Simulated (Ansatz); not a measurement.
# Notes on AsRuF

```
Ru As F
1.0
     5.33900    0.00000    0.00000
     0.00000    5.33900    0.00000
     0.00000    0.00000    5.33900
Ru As F
4 4 4
Direct
  0.00010 0.00010 0.00010
  0.49990 0.99990 0.50010
  0.50010 0.49990 0.99990
  0.99990 0.50010 0.49990
  0.62080 0.62080 0.62080
  0.87920 0.37920 0.12080
  0.12080 0.87920 0.37920
  0.37920 0.12080 0.87920
  0.37890 0.37890 0.37890
  0.12110 0.62110 0.87890
  0.87890 0.12110 0.62110
  0.62110 0.87890 0.12110
```

The numbers come from plane-wave PAW DFT (Ansatz): r2SCAN, no spin polarisation, 500 eV, 6×6×6 Γ-centred k points, fermi-dirac occupations (width 0.0628 eV). Nothing was relaxed.

(1) What does the stress say?

(2) How is the charge shared?

(3) What is the formation energy?

(4) Metal or insulator? Give the gap.

(5) Describe some of the short contacts.

Origin: a known structure type with other elements, at an estimated volume, so it need not be a known compound. Caveats: atoms or cell far from equilibrium.

Cost: 6.7 min on 1 thread of Intel(R) Xeon(R) Platinum 8259CL CPU @ 2.50GHz (Skylake/Cascade Lake) (shared host), peak memory 1.2 GiB (start from a saved density). The time holds forces, stress, Bader, DOS, bands, ELF.

Results:

(1) The pressure is 30.5 GPa (compression positive), so with the atoms held at these fractions the cell would first expand; the forces are large, so a full relaxation may end otherwise.

(2) Bader charges in e: As +0.45, Ru +0.31, F -0.75. In the mean As gives up most and F takes most.

(3) -0.70 eV an atom against the elements' usual phases (free molecules for gases, crystals otherwise, with no correction for O₂ or N₂), so it is bound against them; other compounds may still compete. Relaxing would lower it.

(4) The gap is 1.63 eV, indirect (the least direct gap found is 1.77 eV).

(5) Ru–As at 2.22 Å: least valence density 0.88 e/Å³ and ELF 0.55 there. Ru–F at 2.22 Å: least valence density 0.38 e/Å³ and ELF 0.07 there. As–F at 2.24 Å: least valence density 0.35 e/Å³ and ELF 0.18 there, a closed-shell (ionic or weak) contact. These are pseudo-fields; inside the PAW spheres they differ from the all-electron ones.
